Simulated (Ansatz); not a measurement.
# CrCuP₂Se₆: computed property card

CrCuP₂Se₆:
```
CrCuP2Se6
1.0
    3.04827     5.28628     0.00000
   -3.04827     5.28628     0.00000
   -1.97429     0.00000     6.40640
Cr Cu P Se
1 1 2 6
Direct
  0.33198   0.33198   0.00000
  0.67228   0.67228   0.00000
  0.05449   0.94431   0.17071
  0.94431   0.05449   0.82929
  0.09433   0.55910   0.24794
  0.55910   0.09433   0.75206
  0.42559   0.93261   0.24796
  0.93261   0.42559   0.75204
  0.71868   0.26663   0.24609
  0.26663   0.71868   0.75391
```
The run is spin-polarised; directions of the spins, atom by atom: ↑ 0 0 0 0 0 0 0 0 0.

Space group C2 (No. 5); conventional cell a = 6.097 Å, b = 10.573 Å, c = 6.704 Å, α = 90.00°, β = 107.13°, γ = 90.00°.

Method: plane-wave PAW LDA (Ansatz code). The cell and atoms are relaxed at this level. Other levels are named where they apply.

Cell and energy:

```
Quantity                                                      Result
-----------------------------------------------------  -------------
Volume per atom                                             20.65 Å³
Density                                                   5.24 g/cm³
Formation energy from the elements (no fitted shifts)  -0.17 eV/atom
```

Electronic structure:

```
Property                                                                                                                       Result
----------------------------------------  -------------------------------------------------------------------------------------------
Band gap                                                                                                           0.11 eV (indirect)
Valence-band maximum                      off the standard path, at k = (0.318, -0.318, 0.286) in fractions of the reciprocal vectors
Conduction-band minimum                                         at Y (k = 0.500, 0.500, 0.000 in fractions of the reciprocal vectors)
Smallest direct gap on the standard path                                                                                      0.21 eV
Electron effective mass                                                                         0.42, 0.46, 1.5 mₑ (principal values)
Hole effective mass                                                                             0.55, 0.58, 1.4 mₑ (principal values)
```

Magnetism:

```
Item                       Value
--------------  ----------------
Magnetic order     ferromagnetic
Net moment      0.30 μB per atom
```

Charges:

```
Property                                                 Result
-------------  ------------------------------------------------
Bader charges  Cr +0.99, Cu +0.36, P +0.34, Se -0.35 to -0.33 e
```

The workflow started from a Materials Project entry (that database holds measured and hypothetical structures alike); the Crystallography Open Database copy checked does not list it. With Cr and Cu taken as one species the cell has the higher symmetry C2/m, so it may be an ordered model of a mixed-site phase. Its standing as an ambient phase is unchecked. The cell was relaxed with LDA under the symmetry of its start; its stability against distortions is not shown here. The final state is ferromagnetic, the only order run, not a proven ground state. No Hubbard U is applied. A crystal of weakly bound layers computed without a dispersion correction: the cell and the soft elastic constants depend strongly on that. The references are the lowest solids computed at this level, not always the standard phases. Spin–orbit coupling is left out wherever it is not named.

Potentials: the later of the program's two PAW sets.
